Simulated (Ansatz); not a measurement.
Q: Cd (hcp (Mg type), P6_3/mmc) is relaxed with PBE+D3(BJ) in the plane-wave PAW code Ansatz. What lattice parameters of the conventional cell result?

A: a = 2.995 Å, c = 5.468 Å.

The PBE+D3(BJ) relaxation kept the symmetry of its start. The pairwise dispersion correction was not fitted to metals. Axis ratios of metals converge slowly with the k-mesh, so a and c are less sure than the volume.

Potentials: the earlier of the program's two PAW sets.
